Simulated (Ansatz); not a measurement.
BN (zinc blende, space group No. 216) under volume change, DFT-LDA in the program Ansatz with PAW potentials, scaled uniformly.

```tsv
V (Å³/atom)	E − E(relaxed) (meV/atom)	P (GPa)
5.218	67.3	44.93
5.390	28.4	27.80
5.563	6.8	12.92
5.735	0.0	0.00
5.907	6.2	-11.25
6.079	23.6	-21.03
6.251	50.9	-29.54
```

Question: What does a third-order Birch–Murnaghan fit give for V₀, B₀ and B′?

Answer: V₀ = 5.73 Å³/atom, B₀ = 401 GPa, B′ = 3.6.

Space group F-43m (zinc blende). The cell was relaxed with LDA under the symmetry of its start.

Potentials: the earlier of the program's two PAW sets. The files were generated under PBE; for other functionals the program regenerates the frozen cores, and for LDA and PBEsol the local potential too.
